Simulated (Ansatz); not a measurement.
NbSi in space group P6/mmm (No. 191; Nb on 3f, Si on 1a, Si on 2d) under volume change, PBE in the plane-wave PAW code Ansatz, shape and atoms relaxed at each volume.

| V (Å³/atom) | E − E(relaxed) (meV/atom) | P (GPa) |
|---|---|---|
| 17.578 | 79.7 | 15.92 |
| 18.158 | 33.5 | 9.77 |
| 18.737 | 7.9 | 4.51 |
| 19.317 | 0.0 | -0.01 |
| 19.896 | 7.2 | -3.88 |
| 20.476 | 27.4 | -7.19 |
| 21.056 | 58.7 | -10.02 |

Problem. What does a third-order Birch–Murnaghan fit give for V₀, B₀ and B′?

Solution. V₀ = 19.32 Å³/atom, B₀ = 139 GPa, B′ = 4.1.

A made-up cell: these elements were put on the sites of a structure type; neither database checked (COD, Materials Project) lists it. Its standing as an ambient phase is unchecked. Symmetry was held in the PBE relaxation; whether a distortion lowers the energy is not shown. No spin polarisation was allowed.

Potentials: the later of the program's two PAW sets.
